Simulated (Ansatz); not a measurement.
## Pt: clamped-ion strain scan

Method: DFT r2SCAN, scalar-relativistic, plane waves, PAW in Ansatz. Cutoff 500 eV, Γ-centred 22×22×22 k-points, Gaussian smearing of 0.15 eV. Spin–orbit coupling is left out, which can shift energies with elements as heavy as these. No spin polarisation. Energies are free energies at this smearing, counted from the undisturbed cell; pressure is positive in compression.

Reference structure (as given, not relaxed at this level; it stands at -6.5 GPa; this bcc form isn't the usual structure):

```
CELL_PARAMETERS angstrom
-1.58422 1.58422 1.58422
1.58422 -1.58422 1.58422
1.58422 1.58422 -1.58422
ATOMIC_POSITIONS crystal
Pt 0.00000 0.00000 0.00000
```

The cell is strained by ε times the Voigt pattern (0, 0, 0, 0, 0, 1) (xx, yy, zz, yz, xz, xy; engineering shear) with fractional coordinates fixed. The cell is metallic on the mesh throughout.

Q: Over the sampled range (-0.1000 to 0.0875), is the undisturbed cell the lowest point?

A: Yes, every other sampled point lies higher.

The scan:

| ε | ΔE (meV/atom) |
| --- | --- |
| -0.1000 | 67.5 |
| -0.0500 | 17.1 |
| 0.0000 | 0.0 |
| 0.0250 | 4.3 |
| 0.0750 | 38.2 |
| 0.0875 | 51.8 |